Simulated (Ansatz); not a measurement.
Input:

TaAgO3:
```yaml
crystal:
  lattice:
    - [2.70645, 1.56257, 4.57260]
    - [-2.70645, 1.56257, 4.57260]
    - [0.00000, -3.12514, 4.57260]
  atoms:
    - { symbol: Ta, position: [0.00040, 0.00040, 0.00040] }
    - { symbol: Ta, position: [0.50040, 0.50040, 0.50040] }
    - { symbol: O, position: [0.82502, 0.67588, 0.25047] }
    - { symbol: O, position: [0.25047, 0.82502, 0.67588] }
    - { symbol: O, position: [0.67588, 0.25047, 0.82502] }
    - { symbol: O, position: [0.75047, 0.17588, 0.32502] }
    - { symbol: O, position: [0.17588, 0.32502, 0.75047] }
    - { symbol: O, position: [0.32502, 0.75047, 0.17588] }
    - { symbol: Ag, position: [0.25043, 0.25043, 0.25043] }
    - { symbol: Ag, position: [0.75043, 0.75043, 0.75043] }
```

This is the LDA-relaxed structure. Tensor components refer to the Cartesian frame of this cell.

All from plane-wave PAW LDA (Ansatz code), unless another level is named. Estimate the piezoelectric stress constants (proper, relaxed ions, C/m²).

e31 = e32 = 0.11, e33 = -0.14.

Predict the vibrational entropy at 300 K.

27.0 J/(K·mol of atoms).

What about the bulk modulus (Birch–Murnaghan fit)?

204 GPa.

Predict the highest zone-centre frequency (without LO–TO term).

915 cm⁻¹.

Space group R-3c. The workflow started from an entry of the Crystallography Open Database (COD); the relaxed space group is not among those it files for this formula. COD files the formula under space group No. 161, so this cell is another polymorph or a model. Its standing as an ambient phase is unchecked. Symmetry was held in the LDA relaxation; phonons on a q-mesh show no instability. No spin polarisation was allowed. Scalar-relativistic: spin–orbit coupling is off unless named, which matters more the heavier the elements.

Potentials: the later of the program's two PAW sets.
